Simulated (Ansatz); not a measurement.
**How far is PAW off for TiO₂?**

```
Ti O
1.0
    -1.89250    1.89250    4.66186
     1.89250   -1.89250    4.66186
     1.89250    1.89250   -4.66186
Ti O
2 4
Direct
  0.00000 0.00000 0.00000
  0.75000 0.25000 0.50000
  0.20660 0.20660 0.00000
  0.95660 0.45660 0.50000
  0.54340 0.04340 0.50000
  0.79340 0.79340 0.00000
```

Atom numbers follow the list: Ti1, Ti2, O3, O4, O5, O6.

The cell comes from COD entry 9009086, which wasn't checked; take it as a given geometry. The listed cell was then made from it by scaling, straining or moving an atom.

Methods: DFT, LDA, PAW with Ansatz's default frozen-core files, scalar-relativistic (Ansatz 0.2.0); DFT, LDA, all-electron LAPW, scalar-relativistic (Ansatz 0.2.0).

For PAW: a Γ-centred 13×13×13 k mesh, Fermi–Dirac smearing of 0.08 eV, cutoff 420 eV, no spin polarisation; the PAW files were made with PBE, and the program remakes their frozen cores for this functional. LAPW targets a basis error of 1 meV/atom. The Ansatz runs share mesh, smearing and spin set-up. Plane-wave (PAW) pressures include the program's estimate of the Pulay term.

Stress and pressure are positive in compression.

PAW results:

```json
{"quantity": "pressure (GPa)", "PAW": "-1.00"}
{"quantity": "stress xx (GPa)", "PAW": "-4.28"}
{"quantity": "stress zz (GPa)", "PAW": "5.54"}
{"quantity": "force on O3, z (eV/Å)", "PAW": "0.539"}
{"quantity": "band gap (eV)", "PAW": "2.094"}
```

**Question.** What does full-potential LAPW give for the same quantities?

**Answer.** 
| quantity | LAPW |
| --- | --- |
| pressure (GPa) | -0.75 |
| stress xx (GPa) | -4.04 |
| stress zz (GPa) | 5.82 |
| force on O3, z (eV/Å) | 0.549 |
| band gap (eV) | 2.089 |
